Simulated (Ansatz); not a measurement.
**Calculated coordination and 17O quadrupole coupling for BaTiO3**

Cell: a measured structure from the Crystallography Open Database (COD) (the entry's cell lengths or inner coordinates differ somewhat from later room-temperature determinations), taken as it stands.

```
Ba Ti O
1.0
     3.99980    0.00000    0.00000
     0.00000    3.99980    0.00000
     0.00000    0.00000    4.01800
Ba Ti O
1 1 3
Direct
  0.00000 0.00000 0.00000
  0.50000 0.50000 0.49000
  0.50000 0.50000 0.01900
  0.50000 0.00000 0.51700
  0.00000 0.50000 0.51700
```

Atoms are numbered from 1 in the order listed; like atoms form one site, named after its first atom.

All values are calculated (Ansatz; DFT, PBE, plane waves and PAW, scalar-relativistic, 420 eV cutoff, Γ-centred 6×6×6 k-points, Fermi–Dirac smearing 0.02 eV), not measured.

Q(17O) = -25.58 mb.

Task: Order the O environments from the weakest to the strongest quadrupole coupling.
A. O3: 2 Ti at 1.89–2.13 Å, angle 180°; also 4 Ba at 2.83 Å
B. O4: 2 Ti at 2.00 Å, angle 174°; also 4 Ba at 2.79–2.88 Å

Result: A (1.24 MHz, η = 0.00), B (1.70 MHz, η = 0.02).

An axis of threefold or higher order runs through O3, so V_zz lies along it and η is zero. At O4 V_zz points along the line of its two bonds (within 1°).

The largest force is 0.3 eV/Å, so the atoms aren't at the calculated equilibrium and relaxing them would move these values.
